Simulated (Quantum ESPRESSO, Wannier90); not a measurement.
# WS2 (R3m): Wannier90 run

```yaml
crystal:
  lattice:
    - [-1.59244, 2.75818, 0.00000]
    - [-3.18487, 0.00000, 0.00000]
    - [-1.59244, 0.91939, 6.48980]
  atoms:
    - { symbol: W, position: [0.00067, 0.00067, 0.99799] }
    - { symbol: S, position: [0.41411, 0.41411, 0.75766] }
    - { symbol: S, position: [0.25392, 0.25392, 0.23824] }
```

Materials Project entry mp-9813; symmetrised, unrelaxed at this level. COD (Crystallography Open Database) has the formula in 2 space groups, this one among them (matched by group alone). Computed values, not measurements, from PBEsol: Quantum ESPRESSO (norm-conserving PseudoDojo potentials, cutoff 60 Ry, spinors with spin-orbit coupling) on a Γ-centred 6×6×6 mesh, then Wannier90. Density: 12×12×12 mesh, cold smearing 0.01 Ry. The cell is built of weakly bound layers, chains or molecules, whose nearest atoms lie 3.84 Å apart. Database cells relaxed without dispersion often hold them too far apart, which can enlarge gaps and weakens couplings between them; spacing and stacking were not compared with the measured crystal.

postw90 (berry_task = kubo; independent particles, width 0.1 eV, no gap correction, excitons or local fields) prints σ_xx of the spinor bands:

```
ħω (eV)  Re σ (S/cm)  Im σ (S/cm)
-------  -----------  -----------
0.10               0         -154
2.10            1690        -4790
3.20            8380        -2060
```

Question: Work out the dielectric function, refractive index, reflectivity and absorption coefficient at these energies.

Answer: ε = 1 + iσ/(ε0 ω), so ε₂ = Re σ/(ε0 ω) and ε₁ = 1 − Im σ/(ε0 ω); ε0 ω = 134.5 S/cm × ħω in eV.
- 0.10 eV: ε₁ = 12.4, ε₂ = 0.0; n + ik = √ε = 3.53 + 0.00i; R = 31 %
- 2.10 eV: ε₁ = 18.0, ε₂ = 6.0; n + ik = √ε = 4.29 + 0.70i; R = 40 %; α = 2ωk/c = 150000 cm⁻¹
- 3.20 eV: ε₁ = 5.8, ε₂ = 19.5; n + ik = √ε = 3.61 + 2.69i; R = 49 %; α = 2ωk/c = 870000 cm⁻¹
The model holds its own bands alone, so ε₁ lacks the part of higher transitions, and near sharp peaks it hangs on the broadening.
